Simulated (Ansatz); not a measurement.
The elements of this relaxed trial crystal are hidden behind letters.

```
lattice vectors (Å)
   3.3853    0.0000    0.0000
  -1.6926    2.9317    0.0000
   0.0000    0.0000   12.7415
fractional positions
X 0.0000 0.0000 0.0000
Z 0.3333 0.6667 0.8188
Z 0.3333 0.6667 0.3930
Z 0.6667 0.3333 0.1812
Z 0.6667 0.3333 0.6070
```

Level of theory: DFT PBE, scalar-relativistic, plane waves, PAW in Ansatz 0.2.0. Settings of the last relaxation (5-atom cell): 420 eV, 12×12×4 k points, Gaussian smearing of 0.10 eV, no spin polarisation.

- Space group: P-3m1 (No. 164)
- Conventional cell: a = 3.385 Å, c = 12.741 Å
- Volume per atom: 25.29 Å³
- Density: 6.12 g/cm³
- Formation energy: −0.06 eV/atom
- Gap on the 12×12×4 mesh of the 5-atom cell: 0 eV (a metal)

Energies are uncorrected and count from the elements' standard states at the same level.

Question: X is an s-block element of period 2 and Z is a p-block element of period 5. Which elements are they?

Answer: X = Li, Z = In, so the formula is LiIn4. Density times volume gives a mean mass of 6.12 × 25.29/1.6605 = 93.2 u per atom, and this set has 93.2 u. Among the elements that the hints allow, noble gases aside, only these give it. Li is surrounded by 6 In at 3.03 Å and 6 Li at 3.39 Å; In on its first site has 3 Li at 3.03 Å and 9 In at 3.33–3.39 Å; In on its second site is surrounded by 12 In at 3.33–3.39 Å.

Symmetry constrained the relaxation, so the result can be a saddle point.
